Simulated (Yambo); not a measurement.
Consider the following.

```xyz
2
Lattice="0.0000 3.2704 3.2704 3.2704 0.0000 3.2704 3.2704 3.2704 0.0000" Properties=species:S:1:pos:R:3 pbc="T T T"
Cl     3.2704     3.2704     3.2704
Rb     0.0000     0.0000     0.0000
```

Workflow: PBEsol (Quantum ESPRESSO, PseudoDojo norm-conserving, 58 Ry, with spin-orbit coupling), then G0W0 in Yambo (4×4×4 Γ-centred k mesh, 196 bands and a 7 Ry block in the screening, 196 bands in G with the Bruneval-Gonze terminator, plasmon pole fitted at 27.2 eV).

Give the PBEsol and G0W0 gaps between the band edges found on this mesh, and say where the edges lie.

Edges: Γ → Γ. PBEsol: 4.85 eV; G0W0: 7.81 eV. Nearest settings tried, and what they do to the gap: 124 bands in W, 124 bands in G: -46 meV; 6 Ry block (137 vectors against 181): -46 meV. Not varied: mesh. So the settings aren't converged at that level. 

Geometry relaxed with PBEsol.
